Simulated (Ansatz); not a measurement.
## Ansatz run, SrCd₂Ge₂

The input, for Ansatz 0.2.0 (plane waves, PAW):

```yaml
crystal:
  lattice:
    - [0.0, 4.593514, 0.0]
    - [4.593514, 0.0, 0.0]
    - [2.296757, 2.296757, -5.857737]
  atoms:
    - { symbol: Sr, position: [0.0, 0.0, 0.0] }
    - { symbol: Ge, position: [0.391, 0.391, 0.218] }
    - { symbol: Ge, position: [0.609, 0.609, 0.782] }
    - { symbol: Cd, position: [0.75, 0.25, 0.5] }
    - { symbol: Cd, position: [0.25, 0.75, 0.5] }
  symmetry: { tolerance: 0.0003 }
kpoints:
  mp_grid: { grid: [8, 8, 8], shift: [0, 0, 0] }
  band_path:
    path:
      - [0.0, 0.0, 0.0]
      - [0.5, 0.5, 0.5]
      - [0.5, 0.5, 0.25]
      - [0.0, 0.5, 0.0]
      - [0.0, 0.0, 0.0]
      - [0.0, 0.0, -0.5]
      - [0.0, 0.42313292, -0.28843354]
      - [0.0, 0.57686708, 0.28843354]
      - [0.0, 0.0, 0.0]
      - [0.5, 0.5, 0.5]
      - [0.42313292, 0.57686708, 0.5]
    npoints: 6
magnetization:
  spin_polarized: false
scf:
  occupations: { method: fermi_dirac, width: 0.0388 }
  lower_state_search: "off"
  max_iter: 200
hamiltonian:
  pseudopotentials: { kind: paw }
  xc: r2scan
basis:
  ecutwfc: 500
  fft_grid_basis: typed
output:
  forces: true
  stress: true
  eigenvalues: true
  bader: true
  populations: true
  elf: true
  write_potential: true
  volumetric_format: npy
  dos:
    e_range: [-12, 8]
    de: 0.05
    projected: { site_lists: { Cd: [Cd], Ge: [Ge], Sr: [Sr] } }
checkpoint:
  read: saved_state
```

The saved state is an earlier solution for the same cell, perhaps on another mesh. 

Parts of the output:

```
Pseudopotentials: kind: paw
Pseudopotential: Sr, paw, valence charge 10, recommended cutoff 500 eV (meta_gga), Sr.paw.azcp
Pseudopotential: Ge, paw, valence charge 14, recommended cutoff 500 eV (meta_gga), Ge.paw.azcp
Pseudopotential: Cd, paw, valence charge 20, recommended cutoff 500 eV (meta_gga), Cd.paw.azcp
Functional definition: r2SCAN
  exchange = r2scan_x(k0 = k0, k1 = k1, a1 = a1)
  correlation = r2scan_c
Crystal: 5 atoms, lattice volume = 123.600 Å³
Basis set: ecut = 500 eV, 3153 PW (Γ), exchange–correlation on 144×144×200 points (64 copies of the dense FFT grid, shifted against one another)
Bands: 47, of which v1, the nominal top of the filled ones, is band 39 counted from 1 (38 counted from 0)
Symmetry: 16 space group operations
Space group: I4/mmm (ITA 139), of the structure as read, at distance tolerance 1.5e-3 Å
k-points: 59 of 512
Initial density: read from a saved state, or passed on in memory by an earlier SCF of this step, an earlier step, the calling program or the single point that the run made first
Functional: x = r2scan, c = r2scan; τ floored in thin density (d = 2e-4 eV/Å³)
Free energy (F): -28699.0843 eV
Harris-Foulkes:  -28699.0843 eV  (|F-HF|=1.20e-8)
Internal energy: -28699.0769 eV  (E = F + TS)
E sigma→0 (E₀):  -28699.0806 eV
Entropy (-TS):   -0.0075 eV (-1.491 meV/atom)
Fermi energy:    10.9201 eV
--- Per-component energies (eV) ---
  E_band       = -1318.6441
  E_kinetic    = 1476.1398
  E_local      = -12966.8575  (includes V_loc(G=0)·N_el)
  E_nonlocal   = 1103.9372
  E_hartree    = 5814.2581
  E_xc         = -639.1193
  E_vxc        = -807.0729  (∫ρ·V_xc dr)
  E_paw        = -14990.3888  (= ΣΔE_a)
  E_vpaw       = -1805.6765  (= ΣTr[D̂ρ^β])
  E_aug_tail   = 0.0000  (compensation charges beyond the density's cutoff)
  E_vtau       = 52.3751  (kinetic-family band-sum trace: ∫τ·v_τ [+ j·A + Jᵃ·Aᵃ] dr)
  E_ewald      = -8493.5993
  E_core_change = -3.4471  (= ΣΔE_core)
  E_smearing   = -0.0075  (= −TS)
--- Forces (eV/Å), atoms counted from 1 ---
  atom   1  Sr     0.0000     0.0000     0.0000
  atom   2  Ge     0.0000     0.0000    -0.0030
  atom   3  Ge     0.0000     0.0000     0.0030
  atom   4  Cd     0.0000     0.0000     0.0000
  atom   5  Cd     0.0000     0.0000     0.0000
--- Stress (GPa, compression-positive) ---
       -1.6910       0.0000       0.0000
        0.0000      -1.6910       0.0000
        0.0000       0.0000      -1.5348
  P = ⅓ Tr σ = -1.6389 GPa (-16.389 kbar)
--- Löwdin populations: 5 sites ---
  site symbol       q [e]
     0     Sr      8.4255
     1     Ge     15.4670
     2     Ge     15.4670
     3     Cd     18.9090
     4     Cd     18.9090
  spilling = 0.0105 (of n_electrons = 78.0000)
--- Bader charges: 5 sites ---
  site symbol  charge [e]  shift [e]
     0     Sr      1.4268     0.0000
     1     Ge     -0.7955     0.0000
     2     Ge     -0.7955     0.0000
     3     Cd      0.0821     0.0000
     4     Cd      0.0821     0.0000
```

Origin: a database entry at a rescaled volume.
